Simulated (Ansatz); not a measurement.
V₃Ge:
```xyz
8
Lattice="4.7049 0.0000 0.0000 0.0000 4.7049 0.0000 0.0000 0.0000 4.7049" Properties=species:S:1:pos:R:3 pbc="T T T"
V      2.3525     1.1762     0.0000
V      2.3525     3.5287     0.0000
V      1.1762     0.0000     2.3525
V      3.5287     0.0000     2.3525
V      0.0000     2.3525     1.1762
V      0.0000     2.3525     3.5287
Ge     2.3525     2.3525     2.3525
Ge     0.0000     0.0000     0.0000
```

Relaxed with PBEsol. Special points in fractions of this cell's reciprocal vectors: Γ (0.000, 0.000, 0.000); X (0.000, 0.500, 0.000); M (0.500, 0.500, 0.000); R (0.500, 0.500, 0.500).

Q: List the band energies nearest the Fermi level at these points for PBEsol in the plane-wave PAW code Ansatz.

A: In eV from the Fermi level; about four levels below and three above (degenerate sets whole), none deeper than 8.9 eV; points with the same levels are listed once.

```tsv
k	below	above
Γ	-0.51 -0.51 -0.51 -0.04 -0.04	1.94 1.94 1.94
X	-0.68 -0.68 -0.44 -0.44	1.25 1.25 1.84 1.84
M	-1.56 -1.47 -0.80 -0.08	0.02 0.02 0.36 0.36
R	-1.17 -1.17 -1.17 -1.17 -1.17 -1.17	0.05 0.05 0.05 0.05 0.05 0.05
```

Space group Pm-3n (A15 (Cr3Si type)). The first step of the workflow began from a Materials Project structure, measured or hypothetical; the Crystallography Open Database files this formula in space group No. 223, but the cells were not matched. Its standing as an ambient phase is unchecked. The PBEsol relaxation kept the symmetry of its start; whether a distortion lowers the energy is not shown. The workflow began spin-polarised and lost its moments. Spin–orbit coupling is left out wherever it is not named.

Potentials: the later of the program's two PAW sets.
